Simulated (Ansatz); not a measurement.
An input for the plane-wave PAW code Ansatz:

```yaml
crystal:
  lattice:
    - [2.3782534304, -5.6093400913, 0.0]
    - [2.3782534304, 5.6093400913, 0.0]
    - [0.0, 0.0, 4.0078356971]
  atoms:
    - { symbol: Sr, position: [0.8608007199, 0.1391992801, 0.25] }
    - { symbol: Sr, position: [0.1391992801, 0.8608007199, 0.75] }
    - { symbol: Si, position: [0.5641681912, 0.4358318088, 0.25] }
    - { symbol: Si, position: [0.4358318088, 0.5641681912, 0.75] }
basis:
  ecutwfc: 420
  ecutrho_ratio: 4
kpoints:
  mp_grid: { grid: [8, 8, 8] }
hamiltonian:
  xc: pbesol
scf:
  occupations: { method: gaussian, width: 0.05 }
output:
  forces: true
  stress: true
  eigenvalues: true
relax:
  f_tol: 0.001
  max_steps: 40
```

Launched as:
```sh
ansatz run input.yaml --threads 4 --pin off --max-ram 8192MiB --backend cpu --events-out ev --progress --plain --runs-dir out
```

The start was a prototype's sites filled with these elements; the Crystallography Open Database holds the compound in this structure.

Output, machine lines left out:

```
Pseudopotentials: kind: paw
Pseudopotential: Sr, paw, valence charge 10, recommended cutoff 420 eV (normal), Sr.paw.azcp
Pseudopotential: Si, paw, valence charge 4, recommended cutoff 420 eV (normal), Si.paw.azcp
Crystal: 4 atoms, lattice volume = 106.933 Å³
Basis set: ecut = 420 eV, 2081 PW (Γ), exchange–correlation on 90×90×54 points (8 copies of the dense FFT grid, shifted against one another)
Bands: 18, of which v1, the nominal top of the filled ones, is band 14 counted from 1 (13 counted from 0)
Symmetry: 8 space group operations
Space group: Cmcm (ITA 63), of the structure as read, at distance tolerance 4.7e-5 Å
k-points: 105 of 512
Initial density: superposition of atomic densities (neutral atoms: chi_scale 0, normalization atom), corrected by the library's trained network
Initial wavefunctions: pseudopotential atomic-orbital guess
Functional: x = pbesol(κ = 0.804, μ = 0.12346), c = pbesol(β = 0.046)
```

```
SCF iter   1: F=—  HF=-8229.495731 eV  |F-HF|=—  |Δ(HF+E_count)|=         —  Δρ=3.55e-3  dr2=3.59e-2
SCF iter   2: F=—  HF=-8229.490634 eV  |F-HF|=—  |Δ(HF+E_count)|=   5.10e-3  Δρ=2.07e-3  dr2=1.37e-2
SCF iter   3: F=—  HF=-8229.487206 eV  |F-HF|=—  |Δ(HF+E_count)|=   3.43e-3  Δρ=3.71e-4  dr2=1.11e-4
SCF iter   4: F=—  HF=-8229.487197 eV  |F-HF|=—  |Δ(HF+E_count)|=   8.97e-6  Δρ=1.05e-4  dr2=1.30e-5
SCF iter   5: F=—  HF=-8229.487197 eV  |F-HF|=—  |Δ(HF+E_count)|=   4.02e-8  Δρ=3.04e-5  dr2=1.40e-6
SCF iter   6: F=-8229.487197 eV  HF=-8229.487197 eV  |F-HF|=1.90e-8  |Δ(HF+E_count)|=   9.92e-8  Δρ=5.13e-6  dr2=6.74e-8
SCF 1 converged in 6 iterations: F = -8229.487197 eV  dr2 = 6.74e-8
relax step   1: F+E_penalty+E_count = -8229.48719710 eV  Δ(F+E_penalty+E_count) = +0.000e0 eV  max|allowed force component| = 2.408e-3 eV/Å  Δτ_max = 0.0000 Å  (6 SCF iters, dr2 threshold 1.00e-7 eV, accepted)
SCF iter   1: F=—  HF=-8229.487200 eV  |F-HF|=—  |Δ(HF+E_count)|=         —  Δρ=3.18e-5  dr2=4.71e-6
SCF iter   2: F=—  HF=-8229.487198 eV  |F-HF|=—  |Δ(HF+E_count)|=   1.81e-6  Δρ=1.97e-5  dr2=2.05e-6
...
SCF 2 converged in 5 iterations: F = -8229.487198 eV  dr2 = 5.69e-11
...
SCF iter   3: F=—  HF=-8229.487198 eV  |F-HF|=—  |Δ(HF+E_count)|=   4.51e-8  Δρ=1.11e-6  dr2=1.94e-9
SCF iter   4: F=-8229.487198 eV  HF=-8229.487198 eV  |F-HF|=1.64e-11  |Δ(HF+E_count)|=  1.93e-10  Δρ=2.40e-7  dr2=1.01e-10
SCF 3 converged in 4 iterations: F = -8229.487198 eV  dr2 = 1.01e-10
relax step   3: F+E_penalty+E_count = -8229.48719809 eV  Δ(F+E_penalty+E_count) = -2.275e-7 eV  max|allowed force component| = 5.632e-5 eV/Å  Δτ_max = 0.0002 Å  (4 SCF iters, accepted)
```

```
SCF converged after 4 iterations
Free energy (F): -8229.487198 eV
E sigma→0 (E₀):  -8229.486450 eV
Entropy (-TS):   -0.001497 eV (-0.374 meV/atom)
Fermi energy:    8.001401 eV
--- Forces (eV/Å), atoms counted from 1 ---
  atom   1  Sr     0.00000000    -0.00005032     0.00000000
  atom   2  Sr     0.00000000     0.00005032     0.00000000
  atom   3  Si     0.00000000     0.00005632     0.00000000
  atom   4  Si     0.00000000    -0.00005632     0.00000000
--- Stress (GPa, compression-positive) ---
        0.014092       0.000000       0.000000
        0.000000      -0.001052       0.000000
        0.000000       0.000000      -0.003361
  P = ⅓ Tr σ = 0.0032 GPa (0.032 kbar)
--- Relaxed structure (3 steps of the walk, 3 accepted, 0 SCFs on fresh bases) ---
  F+E_penalty+E_count = -8229.48719809 eV   max|allowed force component| = 5.632e-5 eV/Å
  atoms:
    - { symbol: Sr, position: [0.86076, 0.13924, 0.25000] }
    - { symbol: Sr, position: [0.13924, 0.86076, 0.75000] }
    - { symbol: Si, position: [0.56416, 0.43584, 0.25000] }
    - { symbol: Si, position: [0.43584, 0.56416, 0.75000] }
```

In short (PBEsol): energy lowered by 0.0 meV/atom, pressure 0.0 GPa, gap on the mesh zero (metallic).

It ran for 6.9 s on 4 threads of Arm Neoverse V2 (shared host), peak memory 0.51 GiB.
